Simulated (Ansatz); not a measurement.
TiAu, DFT, PBEsol, PAW with Ansatz's default frozen-core files, scalar-relativistic (Ansatz 0.2.0), run on 1 thread of Intel(R) Xeon(R) 6975P-C (Granite Rapids) on a shared host.

The geometry is COD entry 1510312, unchecked; take it as a test cell. The listed cell was then made from it by scaling, straining or moving an atom.

Command: `ansatz run input.yaml --threads 1 --pin off --max-ram 3072MiB --backend cpu --events-out ev --progress --plain --runs-dir out`

```yaml
crystal:
  lattice:
    - [3.28654, 0.0, 0.0]
    - [0.0, 3.28654, 0.0]
    - [0.0, 0.0, 3.254]
  atoms:
    - { symbol: Ti, position: [0.5, 0.5, 0.5] }
    - { symbol: Au, position: [0.0, 0.0, 0.0] }
kpoints:
  mp_grid: { grid: [10, 10, 10] }
scf:
  occupations: { method: fermi_dirac, width: 0.08 }
hamiltonian:
  xc: pbesol
  pseudopotentials: { kind: paw }
output:
  forces: true
  stress: true
  eigenvalues: true
  efg: { contact_densities: true }
```

Problem. How large is the problem that the program sets up?

Solution. 126 irreducible k-points, 723 plane waves at Γ, 20 bands.

Problem. Estimate the wall time and the peak memory.

Solution. 3.3 s of wall time for 6 SCF iterations, with a peak of 0.48 GiB. Times on shared machines scatter by tens of per cent.

Problem. And the same cell and mesh by all-electron PAW (datasets made for this crystal), asked for forces, stress, eigenvalues, efg, on the same hardware?

Solution. 11 s, peak memory 0.64 GiB.
